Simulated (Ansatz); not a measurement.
Consider the following.

CeO2:
```cif
data_Ce2O4
_chemical_formula_sum 'Ce2 O4'
_space_group_name_H-M_alt 'P42/mnm'
_space_group_IT_number 136
_space_group_name_Hall '-P 4n 2n'
_cell_length_a 5.10785
_cell_length_b 5.10785
_cell_length_c 3.62277
_cell_angle_alpha 90.000
_cell_angle_beta 90.000
_cell_angle_gamma 90.000
loop_
_atom_site_label
_atom_site_type_symbol
_atom_site_symmetry_multiplicity
_atom_site_Wyckoff_symbol
_atom_site_fract_x
_atom_site_fract_y
_atom_site_fract_z
_atom_site_occupancy
Ce1 Ce 2 a 0.00000 0.00000 0.00000 1
O1 O 4 f 0.31221 0.31221 0.00000 1
```

This is the r²SCAN-relaxed structure.

All from r²SCAN in the plane-wave PAW code Ansatz, unless another level is named. Give the smallest direct gap on the standard path.

2.42 eV.

Give the hole effective mass.

1.2, 2.2, 2.2 mₑ (principal values).

What about the band gap?

2.34 eV (indirect).

And the gap with spin–orbit coupling?

2.27 eV.

Predict the conduction-band minimum.

at M.

Give the valence-band maximum.

at Γ.

Space group P4_2/mnm (rutile). The first step of the workflow began from a Materials Project structure, measured or hypothetical; the Crystallography Open Database copy checked does not list it. It is not the phase usual at ambient conditions (space group No. 225). Symmetry was held in the r²SCAN relaxation; whether a distortion lowers the energy is not shown. The run is not spin-polarised. The 4f shell is in the valence. No Hubbard U is applied. Spin–orbit coupling is left out wherever it is not named.

Potentials: the later of the program's two PAW sets.
